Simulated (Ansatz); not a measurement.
The cell below belongs to a search over invented structures; it isn't taken from experiment.

Input and command of a plane-wave DFT calculation in Ansatz:

```yaml
crystal:
  lattice:
    - [2.57, -6.75, 0.0]
    - [2.57, 6.75, 0.0]
    - [0.0, 0.0, 13.75]
  atoms:
    - { symbol: Si, position: [0.81, 0.19, 0.75] }
    - { symbol: Si, position: [0.19, 0.81, 0.25] }
    - { symbol: Bi, position: [0.135, 0.865, 0.565] }
    - { symbol: Bi, position: [0.135, 0.865, 0.935] }
    - { symbol: Bi, position: [0.865, 0.135, 0.065] }
    - { symbol: Bi, position: [0.865, 0.135, 0.435] }
    - { symbol: Te, position: [0.952, 0.048, 0.615] }
    - { symbol: Te, position: [0.952, 0.048, 0.885] }
    - { symbol: Te, position: [0.689, 0.311, 0.93] }
    - { symbol: Te, position: [0.689, 0.311, 0.57] }
    - { symbol: Te, position: [0.048, 0.952, 0.115] }
    - { symbol: Te, position: [0.048, 0.952, 0.385] }
    - { symbol: Te, position: [0.311, 0.689, 0.43] }
    - { symbol: Te, position: [0.311, 0.689, 0.07] }
    - { symbol: Te, position: [0.765, 0.235, 0.25] }
    - { symbol: Te, position: [0.235, 0.765, 0.75] }
basis:
  ecutwfc: 420
kpoints:
  mp_grid: { grid: [4, 4, 2] }
hamiltonian:
  xc: pbe
scf:
  occupations: { method: gaussian, width: 0.2 }
  lower_state_search: "off"
output:
  forces: true
  stress: true
  eigenvalues: true
relax:
  adjacent_minimum: "off"
  f_tol: 0.08
  max_steps: 16
  cell: { stress_tol: 0.8 }
```

```bash
ansatz run input.yaml --threads 1 --pin off --max-ram 2560MiB --backend cpu --events-out ev --progress --plain --runs-dir out
```

Processor: Intel(R) Xeon(R) Platinum 8375C CPU @ 2.90GHz (Ice Lake), 1 thread, on a host shared with other jobs.

Problem. Estimate time, memory and problem size.

Solution. About 15 min, peak memory 1.4 GiB. It solves 137 bands at 14 k points (after reduction by symmetry) with about 11449 plane waves (on the last cell), in 99 SCF iterations over 16 ionic steps.
